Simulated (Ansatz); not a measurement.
Cell and atoms are relaxed with the symmetry kept. Start:

```
Cr
1.0
     2.45719    0.00000    0.00000
    -1.22860    2.12799    0.00000
     0.00000    0.00000    4.46991
Cr
2
Direct
  0.33333 0.66667 0.25000
  0.66667 0.33333 0.75000
```

These are results of DFT r2SCAN, scalar-relativistic, plane waves, PAW (Ansatz), not measurements.

Plane waves to 500 eV, a k mesh through Γ of 18×18×10 on the computed 2-atom cell and Gaussian smearing (0.10 eV); no spin polarisation.

Problem. What does it relax to?

Solution. The volume is unchanged to within 0.01 Å³/atom to 11.68 Å³/atom, and the energy changes by under 0.1 meV/atom. Final structure:
```yaml
crystal:
  lattice:
    - [2.45589, 0.00000, 0.00000]
    - [-1.22794, 2.12686, 0.00000]
    - [0.00000, 0.00000, 4.47298]
  atoms:
    - { symbol: Cr, position: [0.33333, 0.66667, 0.25000] }
    - { symbol: Cr, position: [0.66667, 0.33333, 0.75000] }
```

This form isn't the element's structure at ambient conditions.

Cost: 1 run of about 0.72 core-minutes, on Arm Neoverse V1 (shared hosts).